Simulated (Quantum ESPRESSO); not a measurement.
NbHf2O5F3, one run as intended and one with a planted mistake

Computed values, not a measurement. The program is pw.x of Quantum ESPRESSO 7.5 (plane-wave density functional theory). The cell is made up: 11 atoms on a rutile lattice with one site empty, with randomly drawn elements, strain and displacements, not relaxed. PseudoDojo standard norm-conserving files (v0.5 for PBE, v0.4.1 for LDA and PBEsol) set the functional; there is no spin polarisation, spin-orbit coupling or dispersion term, and the masses in the input are unused placeholders.

The hafnium pseudopotential is less sure than the others, with forces about 3 percent (worst 6) and pressure in oxides about 1.5 GPa (worst 2.7) from a second method in checks, which no rerun with the same files tests.

Intended input:

```
&control calculation='scf', pseudo_dir='./dojo.nc.sr.pbe.v0_5.standard.upf', outdir='./o', disk_io='medium', tprnfor=.true., tstress=.true. /
&system ibrav=0, nat=11, ntyp=4, nbnd=50, ecutwfc=84.00895049, nosym=.true., tot_charge=0,
 occupations='smearing', smearing='fd', degauss=0.0018374661
/
&electrons conv_thr=7.350e-09, electron_maxstep=60, /
ATOMIC_SPECIES
F 1.0 F.upf
Hf 1.0 Hf.upf
Nb 1.0 Nb.upf
O 1.0 O.upf
CELL_PARAMETERS angstrom
4.7866 0.0 0.0
0.0 4.7866 0.0
0.0 0.0 6.3297
ATOMIC_POSITIONS angstrom
Nb 0.0172 0.0394 0.0012
Hf 2.3668 2.4623 1.5891
Hf 0.0096 -0.006 3.1237
O 1.5258 1.4634 0.0135
O 3.2696 3.3591 -0.0422
O 3.8511 1.008 1.5658
F 0.9549 3.9468 1.5332
F 1.4461 1.3407 3.2193
F 3.3388 3.3015 3.139
O 3.8466 0.9073 4.7693
O 0.9199 3.849 4.7576
K_POINTS automatic
5 5 4 1 1 1
```

The log is shortened where brackets say so; the opening notice, blank lines, dates and the lines on written files are dropped, and the path of the files is cut. It prints rydbergs, bohrs and kilobars, and counts compression as positive stress. Where no state is partly filled, the Fermi energy that it prints is only some level between the filled and the empty states on the mesh, and need not lie in the true gap.

Log of the intended run:

```
     Program PWSCF v.7.5
     Parallel version (MPI & OpenMP), running on       1 processor cores
     Number of MPI processes:                 1
     Threads/MPI process:                     1
     [start-up lines left out]
     bravais-lattice index     =            0
     lattice parameter (alat)  =       9.0454  a.u.
     unit-cell volume          =     978.6649 (a.u.)^3
     number of atoms/cell      =           11
     number of atomic types    =            4
     number of electrons       =        88.00
     number of Kohn-Sham states=           50
     kinetic-energy cutoff     =      84.0090  Ry
     charge density cutoff     =     336.0358  Ry
     scf convergence threshold =      7.3E-09
     mixing beta               =       0.7000
     number of iterations used =            8  plain     mixing
     Exchange-correlation= PBE
                           (   1   4   3   4   0   0   0)
     [axes and pseudopotential details left out]
   Cartesian axes
     site n.     atom                  positions (alat units)
         1        Nb     tau(   1) = (   0.0035934   0.0082313   0.0002507  )
         2        Hf     tau(   2) = (   0.4944637   0.5144152   0.3319893  )
         3        Hf     tau(   3) = (   0.0020056  -0.0012535   0.6525927  )
         4        O      tau(   4) = (   0.3187649   0.3057285   0.0028204  )
         5        O      tau(   5) = (   0.6830736   0.7017716  -0.0088163  )
         6        O      tau(   6) = (   0.8045586   0.2105879   0.3271215  )
         7        F      tau(   7) = (   0.1994944   0.8245519   0.3203109  )
         8        F      tau(   8) = (   0.3021142   0.2800944   0.6725651  )
         9        F      tau(   9) = (   0.6975306   0.6897380   0.6557891  )
        10        O      tau(  10) = (   0.8036184   0.1895500   0.9963857  )
        11        O      tau(  11) = (   0.1921823   0.8041198   0.9939414  )
     number of k points=    50  Fermi-Dirac smearing, width (Ry)=  0.0018
                       cart. coord. in units 2pi/alat
        k(    1) = (   0.1000000   0.1000000   0.0945266), wk =   0.0400000
        k(    2) = (   0.1000000   0.1000000   0.2835798), wk =   0.0400000
     [further k points left out]
     Dense  grid:   101813 G-vectors     FFT dimensions: (  54,  54,  72)
     Estimated max dynamical RAM per process >     165.46 MB
     Initial potential from superposition of free atoms
     starting charge      87.9939, renormalised to      88.0000
     Starting wfcs are   62 randomized atomic wfcs
     total cpu time spent up to now is       30.3 secs
     per-process dynamical memory:    98.0 Mb
     Self-consistent Calculation
     iteration #  1     ecut=    84.01 Ry     beta= 0.70
     Davidson diagonalization with overlap
     ethr =  1.00E-02,  avg # of iterations =  2.0
     total cpu time spent up to now is       86.0 secs
     total energy              =    -661.45476499 Ry
     estimated scf accuracy    <       5.42639051 Ry
     iteration #  2     ecut=    84.01 Ry     beta= 0.70
     Davidson diagonalization with overlap
     ethr =  6.17E-03,  avg # of iterations =  6.5
     total cpu time spent up to now is      177.0 secs
     total energy              =    -655.47840067 Ry
     estimated scf accuracy    <      62.08922894 Ry
     [iterations 3 to 15 left out]
     iteration # 16     ecut=    84.01 Ry     beta= 0.70
     Davidson diagonalization with overlap
     ethr =  1.81E-10,  avg # of iterations =  2.2
     total cpu time spent up to now is     1066.5 secs
     total energy              =    -664.45563984 Ry
     estimated scf accuracy    <       0.00000001 Ry
     iteration # 17     ecut=    84.01 Ry     beta= 0.70
     Davidson diagonalization with overlap
     ethr =  1.18E-11,  avg # of iterations =  5.1
     total cpu time spent up to now is     1133.9 secs
     End of self-consistent calculation
     [lines on levels left out]
     the Fermi energy is     9.0290 ev
!    total energy              =    -664.45563984 Ry
     estimated scf accuracy    <          3.6E-09 Ry
     smearing contrib. (-TS)   =      -0.00000000 Ry
     internal energy E=F+TS    =    -664.45563984 Ry
     The total energy is F=E-TS. E is the sum of the following terms:
     one-electron contribution =    -238.11332437 Ry
     hartree contribution      =     161.48211402 Ry
     xc contribution           =    -157.90981808 Ry
     ewald contribution        =    -429.91461141 Ry
     convergence has been achieved in  17 iterations
     Forces acting on atoms (cartesian axes, Ry/au):
     atom    1 type  3   force =    -0.09176055    0.08042622   -0.43796309
     atom    2 type  2   force =     0.08899368   -0.11411976   -0.23498211
     atom    3 type  2   force =    -0.09131471    0.05037868    0.34601834
     atom    4 type  4   force =    -0.08271963   -0.05747049    0.11767759
     atom    5 type  4   force =     0.05920917    0.05258877    0.15226181
     atom    6 type  4   force =     0.00974024   -0.01269855    0.03176009
     atom    7 type  1   force =     0.04202848   -0.05031628    0.04099450
     atom    8 type  1   force =     0.02620773    0.03368436   -0.03833441
     atom    9 type  1   force =     0.01711168    0.02084215    0.00616315
     atom   10 type  4   force =     0.07845995   -0.05958173    0.01114992
     atom   11 type  4   force =    -0.05595604    0.05626663    0.00525420
     Total force =     0.703113     Total SCF correction =     0.000166
     Computing stress (Cartesian axis) and pressure
          total   stress  (Ry/bohr**3)                   (kbar)     P=      -12.70
   0.00023129  -0.00038253   0.00013924           34.02      -56.27       20.48
  -0.00038253   0.00027175  -0.00002071          -56.27       39.98       -3.05
   0.00013924  -0.00002071  -0.00076205           20.48       -3.05     -112.10
     init_run     :     26.80s CPU     30.11s WALL (       1 calls)
     electrons    :   1045.01s CPU   1103.70s WALL (       1 calls)
     forces       :     11.13s CPU     11.25s WALL (       1 calls)
     stress       :     40.76s CPU     42.39s WALL (       1 calls)
     [timing details left out]
     PWSCF        :  18m44.03s CPU  19m50.15s WALL
     JOB DONE.
```

A second run has one planted mistake: the cell and the positions are scaled by a wrong factor. The input lines that differ, file-writing options aside:

```
- 4.7866 0.0 0.0
+ 4.7445 0.0 0.0
- 0.0 4.7866 0.0
+ 0.0 4.7445 0.0
- 0.0 0.0 6.3297
+ 0.0 0.0 6.274
- Nb 0.0172 0.0394 0.0012
+ Nb 0.017 0.0391 0.0012
- Hf 2.3668 2.4623 1.5891
+ Hf 2.346 2.4406 1.5751
- Hf 0.0096 -0.006 3.1237
+ Hf 0.0095 -0.0059 3.0962
- O 1.5258 1.4634 0.0135
+ O 1.5124 1.4505 0.0134
- O 3.2696 3.3591 -0.0422
+ O 3.2408 3.3295 -0.0418
- O 3.8511 1.008 1.5658
+ O 3.8172 0.9991 1.552
- F 0.9549 3.9468 1.5332
+ F 0.9465 3.9121 1.5197
- F 1.4461 1.3407 3.2193
+ F 1.4334 1.3289 3.191
- F 3.3388 3.3015 3.139
+ F 3.3094 3.2724 3.1114
- O 3.8466 0.9073 4.7693
+ O 3.8127 0.8993 4.7273
- O 0.9199 3.849 4.7576
+ O 0.9118 3.8151 4.7157
```

Its log:

```
     Program PWSCF v.7.5
     Parallel version (MPI & OpenMP), running on       4 processor cores
     Number of MPI processes:                 4
     Threads/MPI process:                     1
     [start-up lines left out]
     bravais-lattice index     =            0
     lattice parameter (alat)  =       8.9658  a.u.
     unit-cell volume          =     953.0639 (a.u.)^3
     number of atoms/cell      =           11
     number of atomic types    =            4
     number of electrons       =        88.00
     number of Kohn-Sham states=           50
     kinetic-energy cutoff     =      84.0090  Ry
     charge density cutoff     =     336.0358  Ry
     scf convergence threshold =      7.3E-09
     mixing beta               =       0.7000
     number of iterations used =            8  plain     mixing
     Exchange-correlation= PBE
                           (   1   4   3   4   0   0   0)
     [axes and pseudopotential details left out]
   Cartesian axes
     site n.     atom                  positions (alat units)
         1        Nb     tau(   1) = (   0.0035831   0.0082411   0.0002529  )
         2        Hf     tau(   2) = (   0.4944673   0.5144062   0.3319844  )
         3        Hf     tau(   3) = (   0.0020023  -0.0012435   0.6525872  )
         4        O      tau(   4) = (   0.3187691   0.3057224   0.0028243  )
         5        O      tau(   5) = (   0.6830646   0.7017599  -0.0088102  )
         6        O      tau(   6) = (   0.8045526   0.2105807   0.3271156  )
         7        F      tau(   7) = (   0.1994942   0.8245547   0.3203077  )
         8        F      tau(   8) = (   0.3021182   0.2800927   0.6725682  )
         9        F      tau(   9) = (   0.6975234   0.6897249   0.6557909  )
        10        O      tau(  10) = (   0.8036042   0.1895458   0.9963747  )
        11        O      tau(  11) = (   0.1921804   0.8041100   0.9939298  )
     number of k points=    50  Fermi-Dirac smearing, width (Ry)=  0.0018
                       cart. coord. in units 2pi/alat
        k(    1) = (   0.1000000   0.1000000   0.0945270), wk =   0.0400000
        k(    2) = (   0.1000000   0.1000000   0.2835810), wk =   0.0400000
     [further k points left out]
     Dense  grid:    99069 G-vectors     FFT dimensions: (  54,  54,  72)
     Estimated max dynamical RAM per process >     284.77 MB
     Estimated total dynamical RAM >       1.04 GB
     Initial potential from superposition of free atoms
     starting charge      87.9939, renormalised to      88.0000
     Starting wfcs are   62 randomized atomic wfcs
     total cpu time spent up to now is        3.5 secs
     per-process dynamical memory:   221.0 Mb
     Self-consistent Calculation
     iteration #  1     ecut=    84.01 Ry     beta= 0.70
     Davidson diagonalization with overlap
     ethr =  1.00E-02,  avg # of iterations =  2.0
     total cpu time spent up to now is        9.0 secs
     total energy              =    -661.53621812 Ry
     estimated scf accuracy    <       5.30965753 Ry
     iteration #  2     ecut=    84.01 Ry     beta= 0.70
     Davidson diagonalization with overlap
     ethr =  6.03E-03,  avg # of iterations =  6.5
     total cpu time spent up to now is       17.8 secs
     total energy              =    -655.71353806 Ry
     estimated scf accuracy    <      58.96372300 Ry
     [iterations 3 to 15 left out]
     iteration # 16     ecut=    84.01 Ry     beta= 0.70
     Davidson diagonalization with overlap
     ethr =  2.22E-11,  avg # of iterations =  4.6
     total cpu time spent up to now is      114.0 secs
     total energy              =    -664.45373783 Ry
     estimated scf accuracy    <          8.7E-09 Ry
     iteration # 17     ecut=    84.01 Ry     beta= 0.70
     Davidson diagonalization with overlap
     ethr =  9.87E-12,  avg # of iterations =  3.3
     total cpu time spent up to now is      120.0 secs
     End of self-consistent calculation
     [lines on levels left out]
     the Fermi energy is     8.4589 ev
!    total energy              =    -664.45373783 Ry
     estimated scf accuracy    <          1.5E-09 Ry
     smearing contrib. (-TS)   =      -0.00000000 Ry
     internal energy E=F+TS    =    -664.45373783 Ry
     The total energy is F=E-TS. E is the sum of the following terms:
     one-electron contribution =    -232.45139037 Ry
     hartree contribution      =     159.83424828 Ry
     xc contribution           =    -158.10466783 Ry
     ewald contribution        =    -433.73192792 Ry
     convergence has been achieved in  17 iterations
     Forces acting on atoms (cartesian axes, Ry/au):
     atom    1 type  3   force =    -0.09467682    0.08156038   -0.44904587
     atom    2 type  2   force =     0.08693185   -0.11669741   -0.23573018
     atom    3 type  2   force =    -0.09694253    0.04818199    0.35596304
     atom    4 type  4   force =    -0.08299702   -0.05856266    0.11056026
     atom    5 type  4   force =     0.05986195    0.05307355    0.14678111
     atom    6 type  4   force =     0.00747863   -0.00986093    0.03169926
     atom    7 type  1   force =     0.04657802   -0.05390063    0.04132005
     atom    8 type  1   force =     0.03417534    0.04060585   -0.03309151
     atom    9 type  1   force =     0.01687250    0.01960666    0.01655395
     atom   10 type  4   force =     0.07005793   -0.05103735    0.00972843
     atom   11 type  4   force =    -0.04733987    0.04703054    0.00526145
     Total force =     0.712602     Total SCF correction =     0.000086
     Computing stress (Cartesian axis) and pressure
          total   stress  (Ry/bohr**3)                   (kbar)     P=       35.14
   0.00054388  -0.00038747   0.00016133           80.01      -57.00       23.73
  -0.00038747   0.00058148  -0.00001703          -57.00       85.54       -2.50
   0.00016133  -0.00001703  -0.00040869           23.73       -2.50      -60.12
     init_run     :      3.37s CPU      3.46s WALL (       1 calls)
     electrons    :    116.26s CPU    116.48s WALL (       1 calls)
     forces       :      1.36s CPU      1.37s WALL (       1 calls)
     stress       :      4.66s CPU      4.78s WALL (       1 calls)
     [timing details left out]
     PWSCF        :   2m 5.73s CPU   2m 6.21s WALL
     JOB DONE.
```

|  | intended run | run with the mistake |
| --- | --- | --- |
| free energy (eV) | -9040.380 | -9040.354 |
| smearing term -TS (eV) | 0.0000 | 0.0000 |
| pressure (GPa) | -1.27 | 3.51 |
| largest force component (eV/Å) | 11.260 | 11.545 |
| largest change of a force component (eV/Å) |  | 0.285 |
| iterations | 17 | 17 |

For scale, a rerun of the intended cell at 1467 eV and a 7 x 7 x 6 mesh moved values by no more than 0.004 eV in energy, 0.03 GPa in stress and 0.002 eV/Å in force.